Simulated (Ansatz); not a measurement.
Relaxed-ion elastic tensor of BW (rock salt, space group No. 225) in GPa (Voigt order), the program Ansatz at the r²SCAN level (PAW); density 14.65 g/cm³, 11.03 Å³ per atom.

```csv
,1,2,3,4,5,6
1,693,130,130,0.0,0.0,0.0
2,130,693,130,0.0,0.0,0.0
3,130,130,693,0.0,0.0,0.0
4,0.0,0.0,0.0,146,0.0,0.0
5,0.0,0.0,0.0,0.0,146,0.0
6,0.0,0.0,0.0,0.0,0.0,146
```

Question: Is the crystal mechanically stable?

Answer: Yes: the smallest eigenvalue of C is 146 GPa.

Question: Work out the Voigt, Reuss and Hill averages.

Answer: K_V = 318, K_R = 318, K_H = 318; G_V = 200, G_R = 180, G_H = 190 GPa.

Question: Give Young's modulus, Poisson's ratio, Pugh's ratio and the universal anisotropy index.

Answer: E = 9KG/(3K + G) = 476 GPa; ν = 0.25; K/G = 1.67 (near the Pugh limit of 1.75, no verdict); A_U = 5G_V/G_R + K_V/K_R − 6 = 0.54.

Question: Estimate the sound speeds and the Debye temperature.

Answer: v_l = √((K + 4G/3)/ρ) = 6240 m/s, v_t = √(G/ρ) = 3600 m/s, mean 4000 m/s; Θ = (h/k)(3n/4πV)^(1/3) v_m = 535 K.

Question: Give the Zener ratio and Young's modulus along [100], [110] and [111].

Answer: A = 2C44/(C11 − C12) = 0.52; 1/E = S11 − 2(S11 − S12 − S44/2)Γ with Γ = 0, 1/4, 1/3 gives 652, 423, 379 GPa.

Space group Fm-3m (rock salt). The start of the workflow was typed in or built on a structure type; neither database checked (COD, Materials Project) lists it. COD files the formula under space group No. 141. Whether it is the stable phase at ambient conditions was not checked. Symmetry was held in the r²SCAN relaxation; its stability against distortions is not shown here. The run is not spin-polarised. The volume moved by -19 % from the start of the relaxation. As this level gives no gap, shear constants depend on the k-mesh and smearing (Fermi–Dirac, 0.1 eV here). Spin–orbit coupling is left out wherever it is not named.

Potentials: the earlier of the program's two PAW sets.
